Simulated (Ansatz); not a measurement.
SiRu$_{2}$:
```
CELL_PARAMETERS angstrom
      5.26350     0.00000     0.00000
      0.00000     4.00561     0.00000
      0.00000     0.00000     7.38949
ATOMIC_POSITIONS crystal
  Si 0.29972 0.25000 0.90235
  Si 0.70028 0.75000 0.09765
  Si 0.20028 0.75000 0.40235
  Si 0.79972 0.25000 0.59765
  Ru 0.51405 0.75000 0.78754
  Ru 0.48595 0.25000 0.21246
  Ru 0.98595 0.25000 0.28754
  Ru 0.01405 0.75000 0.71246
  Ru 0.83303 0.25000 0.93461
  Ru 0.16697 0.75000 0.06539
  Ru 0.66697 0.75000 0.43461
  Ru 0.33303 0.25000 0.56539
```

Relaxed with r²SCAN.

### Question
Which orbitals make up the states near the Fermi level in r²SCAN (plane waves, PAW; program Ansatz)?

### Answer
Within 0.5 eV of the Fermi level: Ru 4d 87 %, Si 3p 6 %. Projections are on Löwdin-orthogonalised atomic valence shells; empty p or d shells of many metals are not among them.

### Question
Tabulate the density of states.

### Answer
States/eV per cell of 12 atoms, in 0.25 eV bins, energy from the Fermi level.

| E (eV) | total | Ru 4d | Si 3p | Ru 5s |
|---|---|---|---|---|
| -7.85 | 0.00 | 0.00 | 0.00 | 0.00 |
| -7.60 | 0.00 | 0.00 | 0.00 | 0.00 |
| -7.35 | 0.00 | 0.00 | 0.00 | 0.00 |
| -7.10 | 0.00 | 0.00 | 0.00 | 0.00 |
| -6.85 | 0.89 | 0.28 | 0.35 | 0.20 |
| -6.60 | 8.19 | 3.40 | 3.08 | 1.30 |
| -6.35 | 7.43 | 3.34 | 2.64 | 1.05 |
| -6.10 | 6.69 | 3.49 | 2.24 | 0.65 |
| -5.85 | 7.40 | 4.54 | 2.16 | 0.48 |
| -5.60 | 7.71 | 5.01 | 2.13 | 0.39 |
| -5.35 | 9.56 | 6.50 | 2.38 | 0.46 |
| -5.10 | 8.29 | 5.75 | 1.93 | 0.42 |
| -4.85 | 8.29 | 5.99 | 1.69 | 0.44 |
| -4.60 | 11.19 | 8.19 | 2.22 | 0.50 |
| -4.35 | 12.52 | 9.20 | 2.36 | 0.57 |
| -4.10 | 9.45 | 7.08 | 1.71 | 0.34 |
| -3.85 | 8.70 | 7.18 | 1.02 | 0.22 |
| -3.60 | 13.71 | 11.59 | 1.48 | 0.27 |
| -3.35 | 14.76 | 12.48 | 1.65 | 0.28 |
| -3.10 | 13.71 | 11.58 | 1.51 | 0.28 |
| -2.85 | 10.34 | 8.79 | 1.09 | 0.19 |
| -2.60 | 9.77 | 8.24 | 1.07 | 0.18 |
| -2.35 | 11.47 | 9.83 | 1.08 | 0.21 |
| -2.10 | 10.76 | 9.34 | 0.87 | 0.22 |
| -1.85 | 13.09 | 11.64 | 0.83 | 0.25 |
| -1.60 | 11.53 | 10.36 | 0.60 | 0.21 |
| -1.35 | 12.79 | 11.55 | 0.60 | 0.24 |
| -1.10 | 14.90 | 13.33 | 0.75 | 0.31 |
| -0.85 | 12.75 | 11.51 | 0.55 | 0.25 |
| -0.60 | 12.84 | 11.25 | 0.67 | 0.28 |
| -0.35 | 11.34 | 9.79 | 0.73 | 0.24 |
| -0.10 | 8.84 | 7.76 | 0.52 | 0.18 |
| 0.15 | 7.72 | 6.89 | 0.35 | 0.16 |
| 0.40 | 7.01 | 6.08 | 0.42 | 0.16 |
| 0.65 | 7.00 | 5.99 | 0.48 | 0.18 |
| 0.90 | 6.20 | 5.27 | 0.46 | 0.20 |
| 1.15 | 7.82 | 6.92 | 0.52 | 0.14 |
| 1.40 | 6.91 | 5.90 | 0.59 | 0.14 |
| 1.65 | 5.29 | 4.00 | 0.81 | 0.17 |
| 1.90 | 5.33 | 3.86 | 1.00 | 0.16 |
| 2.15 | 3.02 | 2.09 | 0.63 | 0.10 |
| 2.40 | 3.14 | 2.04 | 0.78 | 0.12 |
| 2.65 | 4.28 | 2.58 | 1.19 | 0.19 |
| 2.90 | 4.61 | 2.51 | 1.33 | 0.27 |
| 3.15 | 4.53 | 2.24 | 1.34 | 0.26 |
| 3.40 | 5.36 | 2.31 | 1.57 | 0.27 |
| 3.65 | 5.92 | 2.32 | 1.85 | 0.27 |
| 3.90 | 4.71 | 1.71 | 1.59 | 0.27 |
| 4.15 | 4.04 | 1.40 | 1.51 | 0.21 |
| 4.40 | 3.20 | 0.98 | 1.41 | 0.17 |
| 4.65 | 4.22 | 1.25 | 1.73 | 0.32 |

Space group Pnma. The workflow started from a Materials Project entry (that database holds measured and hypothetical structures alike); the Crystallography Open Database copy checked does not list it. Whether it is the stable phase at ambient conditions was not checked. The cell was relaxed with r²SCAN under the symmetry of its start; whether a distortion lowers the energy is not shown. The run is not spin-polarised. Scalar-relativistic: spin–orbit coupling is off unless named, which matters more the heavier the elements.

Potentials: the later of the program's two PAW sets.
